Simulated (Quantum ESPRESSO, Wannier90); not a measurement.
PtS$_{2}$ (CdI2 type), plane waves to Wannier functions

```yaml
crystal:
  lattice:
    - [3.54874, 0.00000, 0.00000]
    - [-1.77437, 3.07330, 0.00000]
    - [0.00000, 0.00000, 5.59707]
  atoms:
    - { symbol: Pt, position: [0.00000, 0.00000, 0.00000] }
    - { symbol: S, position: [0.66667, 0.33333, 0.77966] }
    - { symbol: S, position: [0.33333, 0.66667, 0.22034] }
```

Cell from Materials Project (mp-762), symmetrised, no further relaxation. COD (Crystallography Open Database) has an entry of this formula and space group (matched by these alone). Level: PBEsol, no spin polarisation, no spin-orbit coupling; pw.x of Quantum ESPRESSO at 68 Ry with PseudoDojo potentials, 12×12×6 k-points, Wannier90. Density: 12×12×6 mesh, cold smearing 0.01 Ry. The cell is built of weakly bound layers, chains or molecules, whose nearest atoms lie 3.74 Å apart. Database cells relaxed without dispersion often hold them too far apart, which can enlarge gaps and weakens couplings between them; spacing and stacking were not compared with the measured crystal. Spin-orbit coupling is left out although heavy elements are present.

Energies are relative to the valence-band maximum.

**Bands.** A Kohn-Sham gap of 0.98 eV opens above band 15. 4 filled groups are cut off by gaps; the highest, bands 7–15, spans -7.00 to 0.00 eV and is S 3p 48 %, Pt 5d 46 %.

**Valence functions.** The best of several starts gives 11 functions with Ω_total = 17.65 Å², 91 % of it gauge-invariant: 3 of 1.23 Å² at 0.00 Å from Pt; 6 of 1.77 Å² at 0.99 Å from S; 2 of 1.67 Å² at 0.44 Å from S.

**Model.** 11 functions (Pt d, S p) from bands 7-27, frozen to 2.48 eV, reach Ω_I = 16.76 Å² and follow pw.x to 0.2 meV rms (states up to 2.0 eV relative to the valence-band maximum).

**Frozen window.** Edge, Ω_I and misfit go 2.5 eV, 16.76 Å², 0.2 meV; 3.5 eV, 16.77 Å², 0.2 meV; 4.5 eV, 16.77 Å², 0.2 meV. Ω_I never falls as the edge rises, since each frozen state takes freedom from the choice of the smoothest subspace.

**Stops.** With the frozen window to 6.48 eV the program stops (More states in the frozen window than target WFs). With the outer window to 1.85 eV the program stops (Energy window contains fewer states than number of target WFs).
